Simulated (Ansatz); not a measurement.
Data:

Mg2Sn:
```yaml
crystal:
  lattice:
    - [6.29702, 0.00000, 0.00000]
    - [0.00000, 6.29702, 0.00000]
    - [0.00000, 0.00000, 6.29702]
  atoms:
    - { symbol: Mg, position: [0.75000, 0.75000, 0.75000] }
    - { symbol: Mg, position: [0.75000, 0.25000, 0.25000] }
    - { symbol: Mg, position: [0.25000, 0.75000, 0.25000] }
    - { symbol: Mg, position: [0.25000, 0.25000, 0.75000] }
    - { symbol: Sn, position: [0.00000, 0.00000, 0.00000] }
    - { symbol: Sn, position: [0.50000, 0.50000, 0.50000] }
```

This is the PBE-relaxed structure.

Q: All from PBE (plane waves, PAW; program Ansatz), unless another level is named. Give the hole effective mass, band 1 of 3 at the edge.

A: 1.1 along [100], 6.3 along [110], 2.4 along [111] (mₑ).

Q: What about the hole effective mass, band 3 of 3 at the edge?

A: 0.026 along [100], 0.026 along [110], 0.026 along [111] (mₑ).

Q: And the valence-band maximum?

A: at Γ.

Q: Predict the weight of the valence-edge state by species (Voronoi cells).

A: Sn 59 %, Mg 41 %.

Space group Pn-3m. The cell is a constructed one: a structure type filled with these elements; neither database checked (COD, Materials Project) lists it. COD files the formula under space group No. 225, 227, so this cell is another polymorph or a model. Whether it is the stable phase at ambient conditions was not checked. The cell was relaxed with PBE under the symmetry of its start; its stability against distortions is not shown here. Scalar-relativistic: spin–orbit coupling is off unless named, which matters more the heavier the elements.

Potentials: the later of the program's two PAW sets.

Edges and masses are those of Kohn–Sham bands, whose gap is no quasiparticle gap.
